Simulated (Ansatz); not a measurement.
Te₂Mo:
```yaml
crystal:
  lattice:
    - [-2.59388, 2.59388, 7.14117]
    - [2.59388, -2.59388, 7.14117]
    - [2.59388, 2.59388, -7.14117]
  atoms:
    - { symbol: Mo, position: [0.50000, 0.50000, 0.00000] }
    - { symbol: Mo, position: [0.25000, 0.75000, 0.50000] }
    - { symbol: Te, position: [0.30678, 0.30678, 0.00000] }
    - { symbol: Te, position: [0.05678, 0.55678, 0.50000] }
    - { symbol: Te, position: [0.44322, 0.94322, 0.50000] }
    - { symbol: Te, position: [0.69322, 0.69322, 0.00000] }
```

Relaxed with PBE. Special points in fractions of this cell's reciprocal vectors: Γ (0.000, 0.000, 0.000); X (0.000, 0.000, 0.500); P (0.250, 0.250, 0.250); N (0.000, 0.500, 0.000); M (0.500, 0.500, -0.500); S (0.283, 0.717, -0.283); S0 (-0.283, 0.283, 0.283); R (-0.066, 0.066, 0.500); G (0.500, 0.500, -0.066).

**Question.** List the band energies nearest the Fermi level at these points for plane-wave PAW PBE (Ansatz code).

**Answer.** In eV from the Fermi level; about four levels below and three above (degenerate sets whole), none deeper than 8.9 eV; points with the same levels are listed once.

```tsv
k	below	above
Γ	-0.87 -0.59 -0.59 -0.56	0.76 0.76 1.19
X	-0.88 -0.88 -0.56 -0.56	0.63 0.63 1.25 1.25
P	-1.42 -1.42 -0.10 -0.10	0.50 0.50 1.25 1.25
N	-1.46 -1.11 -1.05 -0.25	0.03 0.13 0.28
M	-0.72 -0.72 -0.33 -0.33	0.77 0.77 0.99 0.99
S	-1.43 -1.03 -0.15 -0.09	0.23 0.33 1.31
R	-0.89 -0.89 -0.52 -0.52	0.60 0.60 1.22 1.22
```

Space group I4_1/amd. A made-up cell: these elements were put on the sites of a structure type; neither database checked (COD, Materials Project) lists it. It is not the phase usual at ambient conditions (space group No. 194). Symmetry was held in the PBE relaxation; whether a distortion lowers the energy is not shown. No spin polarisation was allowed. Spin–orbit coupling is left out wherever it is not named.

Potentials: the later of the program's two PAW sets.
